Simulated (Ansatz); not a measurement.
Na (hcp, Mg type)

```xyz
2
Lattice="3.7181 0.0000 0.0000 -1.8591 3.2200 0.0000 0.0000 0.0000 6.0752" Properties=species:S:1:pos:R:3 pbc="T T T"
Na     0.0000     2.1467     1.5188
Na     1.8591     1.0733     4.5564
```

The slice is a (-1 1 0 2) plane (indices of the conventional cell) through the point (0.333, 0.667, 0.250) (fractional), spanned by u = [110] and v = [1 -1 1] in vectors of this cell: u (3.72 Å) and v (8.85 Å, at 90° to u). It covers one period; positions are fractions (u, v).

All values below come from PBEsol (plane waves to 420 eV, PAW, scalar-relativistic; Ansatz, a program for electronic structure). k mesh 14×14×8. Inside the PAW spheres the values are not all-electron values, and peaks at nuclei hang on which shells count as valence. Na was relaxed with its symmetry unable to fall. This is one of several known forms of Na; the measured ambient cells at hand have space group No. 229.

**Question.** Predict the map of the electrostatic potential energy of an electron, from the cell's mean on the slice.

**Answer.** 
```
|xx06860x|
|xx47874x|
|56788876|
|88888888|
|99877789|
|99876789|
|99876789|
|88877788|
|66788876|
|12578752|
|xx37873x|
|xx37873x|
|x0478740|
|35789875|
|77899987|
|78999998|
|56799976|
|xx47874x|
|xx06860x|
|xxx575xx|
```
Scale: ten equal steps from -1.98 (start of '0') to 3.90 (end of '9'), in the order '0123456789'. Values: electrostatic potential energy of an electron, from the cell's mean, in eV. The map has 8 points along u (one character each, u = 0 at the left) and 20 along v (v = 0 in the bottom row). Points within 1 Å of a nucleus are blanked (x), as the pseudised field means little there. The zero, the cell's mean, hangs on the PAW cores.
